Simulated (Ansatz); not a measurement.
GaAs (CsCl type, Pm-3m), DFT-PBEsol in the program Ansatz with PAW potentials, all energies at zero smearing, with the estimated change up to a 700 eV cutoff added, with one set of potentials and settings (totals compare only within such a set). Cell of 2 atoms (1 Ga, 1 As): -8555.904 eV.

```
element            reference phase  E (eV/atom)
-------  -------------------------  -----------
Ga       Cmce, 4 atoms in the cell   -3743.2031
As       R-3m, 2 atoms in the cell   -4813.0241
```

Formation energy per atom, worked out: (-8555.904 − 1×(-3743.2031) − 1×(-4813.0241))/2 = 0.162 eV/atom (16 kJ per mol of atoms), at 0 K, without zero-point energy or fitted corrections.

The cell is a constructed one: a structure type filled with these elements; neither database checked (COD, Materials Project) lists it. It is not the phase usual at ambient conditions (space group No. 216). The cell was relaxed with PBEsol under the symmetry of its start. At this level the phase is mechanically unstable. The references are the lowest solids computed at this level, not always the standard phases.

Potentials: the later of the program's two PAW sets.
